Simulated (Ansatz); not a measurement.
Relaxation of a randomly generated symmetric cell of Si2Mo (space group No. 12); 3 atoms in the cell, which starts as C2/m (No. 12), mS6; a = 4.2240 Å, b = 4.3147 Å, c = 5.3378 Å, α = γ = 90.00°, β = 92.64°. The numbers are results of r2SCAN (plane waves to 500 eV, PAW, scalar-relativistic; Ansatz, a program for electronic structure), not measurements. Γ-centred k-mesh 8×8×5 on the run's cell (coarser than for final values), Fermi–Dirac smearing 0.05 eV. This is the first round of the run. 

The optimiser's lines from the output (shortened; P is positive under compression):

```
relax step   1: F+E_penalty+E_count = -6241.24874226 eV  Δ(F+E_penalty+E_count) = +0.000e0 eV  max|allowed force component| = 7.152e-29 eV/Å  Δτ_max = 0.0000 Å  P = +43.170 GPa  Ω = 48.590 Å³  (9 SCF iters, dr2 threshold 1.00e-7 eV, accepted)
relax step   2: F+E_penalty+E_count = -6242.66839454 eV  Δ(F+E_penalty+E_count) = -1.420e0 eV  max|allowed force component| = 8.415e-30 eV/Å  Δτ_max = 0.0000 Å  P = +20.375 GPa  Ω = 52.746 Å³  (7 SCF iters, dr2 threshold 3.00e-7 eV, accepted)
relax step   3: F+E_penalty+E_count = -6243.64017350 eV  Δ(F+E_penalty+E_count) = -9.718e-1 eV  max|allowed force component| = 6.837e-29 eV/Å  Δτ_max = 0.0000 Å  P = +8.187 GPa  Ω = 54.959 Å³  (8 SCF iters, dr2 threshold 3.00e-7 eV, accepted)
relax step   4: F+E_penalty+E_count = -6244.12990083 eV  Δ(F+E_penalty+E_count) = -4.897e-1 eV  max|allowed force component| = 0.000e0 eV/Å  Δτ_max = 0.0000 Å  P = +4.859 GPa  Ω = 55.443 Å³  (8 SCF iters, dr2 threshold 3.00e-7 eV, accepted)
relax step   5: F+E_penalty+E_count = -6244.21087733 eV  Δ(F+E_penalty+E_count) = -8.098e-2 eV  max|allowed force component| = 6.416e-29 eV/Å  Δτ_max = 0.0000 Å  P = +4.194 GPa  Ω = 55.871 Å³  (7 SCF iters, dr2 threshold 3.00e-7 eV, accepted)
relax step   6: F+E_penalty+E_count = -6244.26590251 eV  Δ(F+E_penalty+E_count) = -5.503e-2 eV  max|allowed force component| = 8.677e-30 eV/Å  Δτ_max = 0.0000 Å  P = +0.089 GPa  Ω = 57.340 Å³  (7 SCF iters, dr2 threshold 3.00e-7 eV, accepted)
relax step   7: F+E_penalty+E_count = -6244.27916849 eV  Δ(F+E_penalty+E_count) = -1.327e-2 eV  max|allowed force component| = 1.315e-30 eV/Å  Δτ_max = 0.0000 Å  P = -0.799 GPa  Ω = 57.496 Å³  (6 SCF iters, dr2 threshold 3.00e-7 eV, accepted)
relax step   8: F+E_penalty+E_count = -6244.31746817 eV  Δ(F+E_penalty+E_count) = -3.830e-2 eV  max|allowed force component| = 4.930e-32 eV/Å  Δτ_max = 0.0000 Å  P = -2.025 GPa  Ω = 57.380 Å³  (7 SCF iters, dr2 threshold 3.00e-7 eV, accepted)
relax step   9: F+E_penalty+E_count = -6244.35519425 eV  Δ(F+E_penalty+E_count) = -3.773e-2 eV  max|allowed force component| = 0.000e0 eV/Å  Δτ_max = 0.0000 Å  P = -1.407 GPa  Ω = 55.944 Å³  (7 SCF iters, dr2 threshold 3.00e-7 eV, accepted)
relax step  10: F+E_penalty+E_count = -6244.18140086 eV  Δ(F+E_penalty+E_count) = +1.738e-1 eV  max|allowed force component| = 2.630e-31 eV/Å  Δτ_max = 0.0000 Å  P = +12.396 GPa  Ω = 51.264 Å³  (7 SCF iters, dr2 threshold 3.00e-7 eV, rejected (line search))
relax step  11: F+E_penalty+E_count = -6244.35956782 eV  Δ(F+E_penalty+E_count) = -4.374e-3 eV  max|allowed force component| = 8.677e-30 eV/Å  Δτ_max = 0.0000 Å  P = +0.069 GPa  Ω = 55.112 Å³  (11 SCF iters, accepted)
relax step  12: F+E_penalty+E_count = -6244.35988444 eV  Δ(F+E_penalty+E_count) = -3.166e-4 eV  max|allowed force component| = 5.259e-31 eV/Å  Δτ_max = 0.0000 Å  P = +0.037 GPa  Ω = 55.025 Å³  (5 SCF iters, dr2 threshold 1.64e-7 eV, accepted)
relax step  13: F+E_penalty+E_count = -6244.35989465 eV  Δ(F+E_penalty+E_count) = -1.021e-5 eV  max|allowed force component| = 2.630e-30 eV/Å  Δτ_max = 0.0000 Å  P = +0.002 GPa  Ω = 55.028 Å³  (4 SCF iters, dr2 threshold 3.24e-8 eV, accepted)
relax step  14: F+E_penalty+E_count = -6244.36202711 eV  Δ(F+E_penalty+E_count) = -2.132e-3 eV  max|allowed force component| = 6.837e-29 eV/Å  Δτ_max = 0.0000 Å  P = +0.023 GPa  Ω = 55.028 Å³  stress off target by 6.63e-2 GPa  SCF on the basis re-selected at this cell (its energy is not comparable with the rows above)  (8 SCF iters)
relax step  15: F+E_penalty+E_count = -6244.36203170 eV  Δ(F+E_penalty+E_count) = -4.588e-6 eV  max|allowed force component| = 0.000e0 eV/Å  Δτ_max = 0.0000 Å  P = -0.001 GPa  Ω = 55.026 Å³  (4 SCF iters, dr2 threshold 1.10e-8 eV, accepted)
relax step  16: F+E_penalty+E_count = -6244.36203137 eV  Δ(F+E_penalty+E_count) = +3.300e-7 eV  max|allowed force component| = 0.000e0 eV/Å  Δτ_max = 0.0000 Å  P = -0.001 GPa  Ω = 55.026 Å³  stress off target by 2.17e-3 GPa  SCF on the basis re-selected at this cell (its energy is not comparable with the rows above)  (6 SCF iters)
```

From the first to the last row the energy changes by -1.04 eV/atom and the volume by +13.2 %. The last row is marked as not comparable with the walk above it, whose basis was carried along; it does compare with step 1, since both stand on a basis selected at the nominal cutoff for their own cell.

Step 10 was rejected by the optimiser.

Later rounds, restarted from the end of this one on a renewed k-mesh, logged 10 more steps and released under 0.01 eV/atom more. The final structure after all rounds: C2/m (No. 12), mS6; a = 4.935 Å, b = 4.869 Å, c = 4.806 Å, α = γ = 90.00°, β = 107.96°. Between re-selections the logged energies stand on a plane-wave basis carried along with the cell. No spin polarisation in the result.

The run could not lose the symmetry of its start: the end is stationary, and may be a saddle point rather than a minimum.

All atoms sit on sites fixed by symmetry, so only the cell could relax.

The relaxed structure here is a generated cell of Si2Mo: the first start was made by a random draw of sites in a space group, and the end was not matched to a known phase here, so it may be hypothetical. Known forms of Si2Mo include space group No. 139.
